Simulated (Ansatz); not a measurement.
PbTe in the rocksalt structure (r2SCAN geometry), in Ansatz:

Space group Fm-3m (No. 225). a = 6.536 Å, b = 6.536 Å, c = 6.536 Å, α = 90.00°, β = 90.00°, γ = 90.00°
```
atom  site  symmetry       x       y       z
  Pb    4a      m-3m  0.0000  0.0000  0.0000
  Te    4b      m-3m  0.5000  0.0000  0.0000
```

G0W0@PBE with 382 empty bands, a screening cutoff of 180 eV and a 4×4×4 mesh (PAW, contour deformation) gives 1.089 eV over the mesh points, from a PBE gap of 0.799 eV; it sums over 397 bands with 387 plane waves in the screening and a wave cutoff of 420 eV. G0W0 here is at a finite number of bands, screening cutoff and k mesh, not at the basis limit. No spin polarisation and no zero-point or thermal motion.

Task: Estimate the gap with empty bands 742, screening cutoff 260 eV.

Result: 1.129 eV (+0.040 eV), from a Kohn-Sham gap of 0.799 eV.

Task: Estimate the gap with empty bands 158, screening cutoff 100 eV.

Result: 1.001 eV (-0.088 eV), from a Kohn-Sham gap of 0.799 eV.

Spin-orbit coupling is left out; in compounds of Pb, Bi, Tl or Hg it can lower a gap by up to about 1 eV, split its edges or invert the bands.
